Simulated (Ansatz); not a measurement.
Given:

Relaxed HfN (rock salt):

```
HfN
1.0
    0.00000     4.52593     4.52593
    2.26297     0.00000     2.26297
    2.26297     2.26297     0.00000
N Hf
2 2
Cartesian
  0.00000   0.00000   0.00000
  0.00000   2.26297   2.26297
  2.26297   2.26297   2.26297
  2.26297   4.52593   4.52593
```

In this cell atom 3 (Hf, nearest neighbour N at 2.263 Å; its periodic images, 3.2 Å or more away, move with it) is moved by s towards the nearest neighbour, unit vector (-1.000, 0.000, 0.000); all other atoms and the cell stay fixed.

All values below come from r2SCAN (plane waves to 500 eV, PAW, scalar-relativistic; Ansatz, a first-principles code). k mesh 7×14×14 (Γ-centred), Fermi-Dirac smearing 0.05 eV. E stands for the smeared free energy. With partly filled bands, energies and forces of such displacements shift with the k mesh and the smearing. HfN is run without spin polarisation. HfN was relaxed with its symmetry unable to fall. Spin-orbit coupling is left out, though Hf is heavy. The PAW data are Ansatz's earlier set. The zero of ΔE is the undisplaced structure.

The scan covers s from -0.230 to 0.230 Å in 11 points.

Problem. Is the energy the same for equal positive and negative displacements?

Solution. Even: the same for both signs. With its periodic images moving along, the atom's site symmetry in this cell is -3m.

Problem. What force acts on the atom along the line at s = -0.230 Å?

Solution. 3.07 eV/Å.

Problem. What is the force constant k = d²E/ds² of this move at s = 0?

Solution. 10.6 eV/Å².

(A displaced cell: forces are minus the slopes of the energy, force constants its curvatures, and phonons follow from these.)
